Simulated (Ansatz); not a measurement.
WS2:
```
CELL_PARAMETERS angstrom
      0.00000     2.93538     2.93538
      2.93538     0.00000     2.93538
      2.93538     2.93538     0.00000
ATOMIC_POSITIONS crystal
  W  0.00000 0.00000 0.00000
  S  0.25000 0.25000 0.25000
  S  0.75000 0.75000 0.75000
```

This is the PBE-relaxed structure.

Problem. All from PBE in the plane-wave PAW code Ansatz, unless another level is named. Give the electronic character.

Solution. metallic (no gap).

Problem. Next, the density of states at the Fermi level?

Solution. 1.3 states/eV per atom (mean over ±0.08 eV).

Problem. Next, the formation energy from the elements (no fitted shifts)?

Solution. 1.7 kJ/mol-atom.

Space group Fm-3m (fluorite). The cell is a constructed one: a structure type filled with these elements; neither database checked (COD, Materials Project) lists it. It is not the phase usual at ambient conditions (space group No. 194). The cell was relaxed with PBE under the symmetry of its start; whether a distortion lowers the energy is not shown. No spin polarisation was allowed. The references are the lowest solids computed at this level, not always the standard phases. Spin–orbit coupling is left out wherever it is not named.

Potentials: the later of the program's two PAW sets.
